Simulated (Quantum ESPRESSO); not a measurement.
Kohn-Sham bands of Ni₂Ge (P6₃/mmc)

```yaml
crystal:
  lattice:
    - [3.97981, 0.00000, 0.00000]
    - [-1.98991, 3.44662, 0.00000]
    - [0.00000, 0.00000, 5.02388]
  atoms:
    - { symbol: Ni, position: [0.66667, 0.33333, 0.25000] }
    - { symbol: Ni, position: [0.33333, 0.66667, 0.75000] }
    - { symbol: Ni, position: [0.00000, 0.00000, 0.00000] }
    - { symbol: Ni, position: [0.00000, 0.00000, 0.50000] }
    - { symbol: Ge, position: [0.66667, 0.33333, 0.75000] }
    - { symbol: Ge, position: [0.33333, 0.66667, 0.25000] }
```

Structure: Materials Project mp-1594, symmetrised, not relaxed again. Not found in the COD (Crystallography Open Database) copy used; not checked further. Computed values, not measurements, from PBEsol: Quantum ESPRESSO (norm-conserving PseudoDojo potentials, cutoff 79 Ry, no spin polarisation, no spin-orbit coupling) on a Γ-centred 4×4×4 mesh, then Wannier90. Density: 12×12×6 mesh, cold smearing 0.01 Ry. A non-magnetic state is assumed; magnetic ones were not tried. Spin-orbit coupling, left out, would split the p-like bands by a few tenths of an eV.

Energies are relative to the Fermi level; weights are on the orthonormalised atomic waves of the pseudopotential files, averaged over the group. 100 electrons a cell are treated as valence.

```json
[
 {"bands": "1–2", "from (eV)": "-103.15", "to (eV)": "-103.15", "filling": "filled", "weight on atomic waves": "…"},
 {"bands": "3–4", "from (eV)": "-102.90", "to (eV)": "-102.89", "filling": "filled", "weight on atomic waves": "…"},
 {"bands": "5–16", "from (eV)": "-63.73", "to (eV)": "-63.39", "filling": "filled", "weight on atomic waves": "…"},
 {"bands": "17–26", "from (eV)": "-24.89", "to (eV)": "-24.83", "filling": "filled", "weight on atomic waves": "…"},
 {"bands": "27–28", "from (eV)": "-13.03", "to (eV)": "-8.93", "filling": "filled", "weight on atomic waves": "…"}
]
```

Which atomic shells make up each group?


- 1–2, weight on atomic waves: Ni 3s 98 %
- 3–4, weight on atomic waves: Ni 3s 98 %
- 5–16, weight on atomic waves: Ni 3p 100 %
- 17–26, weight on atomic waves: Ge 3d 100 %
- 27–28, weight on atomic waves: Ge 4s 60 %, Ni 4s 23 %, Ge 4p 8 %

No gap over 0.05 eV opens at the Fermi level at this level of theory.
